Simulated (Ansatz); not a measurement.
**Property card for Re**

Re:
```cif
data_Re6
_chemical_formula_sum 'Re6'
_space_group_name_H-M_alt 'P 1'
_space_group_IT_number 1
_cell_length_a 2.75312
_cell_length_b 2.75312
_cell_length_c 13.30038
_cell_angle_alpha 90.000
_cell_angle_beta 90.000
_cell_angle_gamma 120.000
loop_
_space_group_symop_operation_xyz
  'x, y, z'
loop_
_atom_site_label
_atom_site_type_symbol
_atom_site_fract_x
_atom_site_fract_y
_atom_site_fract_z
_atom_site_occupancy
Re1 Re 0.00000 0.00000 0.66666 1
Re2 Re 0.33333 0.66667 0.83321 1
Re3 Re 0.00000 0.00000 0.00000 1
Re4 Re 0.33333 0.66667 0.16679 1
Re5 Re 0.00000 0.00000 0.33334 1
Re6 Re 0.66667 0.33333 0.50000 1
```

Space group P-6m2 (No. 187); conventional cell a = b = 2.7531 Å, c = 13.3004 Å, α = β = 90.00°, γ = 120.00°.

Method: the program Ansatz at the PBEsol level (PAW). Structure relaxed to zero pressure with the same functional. Other levels are named where they apply.

### Cell and energy

| Quantity | Result |
|---|---|
| Volume per atom | 14.55 Å³ |
| Density | 21.25 g/cm³ |

### Electronic structure

| Property | Result |
|---|---|
| Electronic character | metallic (no gap) |
| Density of states at the Fermi level | 0.70 states/eV per atom (mean over ±0.08 eV) |
| Gap with spin–orbit coupling | none (metallic) |

### Mechanics

| Property | Result |
|---|---|
| Bulk modulus (Birch–Murnaghan fit) | 390 GPa |
| Pressure derivative B′ | 4.4 |

### Phonons

| Item | Value |
|---|---|
| Highest zone-centre frequency | 188 cm⁻¹ |
| Zone-centre stability | no imaginary mode at Γ |

The start of the workflow was typed in or built on a structure type; neither database checked (COD, Materials Project) lists it. It is not the phase usual at ambient conditions (space group No. 194). The PBEsol relaxation kept the symmetry of its start. The run is not spin-polarised. As this level gives no gap, phonon frequencies hold no LO–TO term and depend on the k-mesh and smearing (Fermi–Dirac, 0.1 eV here). Axis ratios of metals converge slowly with the k-mesh, so a and c are less sure than the volume. Spin–orbit coupling is left out wherever it is not named.

Potentials: the later of the program's two PAW sets.
